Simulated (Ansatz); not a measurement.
SnO₂:
```
SnO2
1.0
    5.10069     0.00000     0.00000
    0.00000     5.10069     0.00000
    0.00000     0.00000     5.10069
Sn O
4 8
Direct
  0.00000   0.50000   0.50000
  0.50000   0.50000   0.00000
  0.50000   0.00000   0.50000
  0.00000   0.00000   0.00000
  0.33972   0.16028   0.83972
  0.66028   0.83972   0.16028
  0.16028   0.83972   0.33972
  0.83972   0.16028   0.66028
  0.83972   0.33972   0.16028
  0.16028   0.66028   0.83972
  0.66028   0.66028   0.66028
  0.33972   0.33972   0.33972
```

Relaxed with r²SCAN. Special points in fractions of this cell's reciprocal vectors: Γ (0.000, 0.000, 0.000); X (0.000, 0.500, 0.000); M (0.500, 0.500, 0.000); R (0.500, 0.500, 0.500); X1 (0.500, 0.000, 0.000).

Q: List the band energies nearest the valence-band maximum at these points for the program Ansatz at the r²SCAN level (PAW).

A: In eV from the valence-band maximum; about four levels below and three above (degenerate sets whole), none deeper than 8.9 eV; points with the same levels are listed once.

```csv
k,below,above
Γ,-0.30 -0.09 -0.09 -0.09,1.59 6.95 6.95 6.95
X,-0.49 -0.49 -0.03 -0.03,4.70 4.70 5.98 5.98
M,-0.34 -0.34 -0.34 -0.34,5.63 5.63 5.63 5.63
R,-0.67 -0.67 -0.67 -0.67,6.15 6.15 6.15 6.15
```

Space group Pa-3. The workflow started from a Materials Project entry (that database holds measured and hypothetical structures alike); the Crystallography Open Database copy checked does not list it. It is not the phase usual at ambient conditions (space group No. 136). The r²SCAN relaxation kept the symmetry of its start; its stability against distortions is not shown here. Scalar-relativistic: spin–orbit coupling is off unless named, which matters more the heavier the elements.

Potentials: the later of the program's two PAW sets.
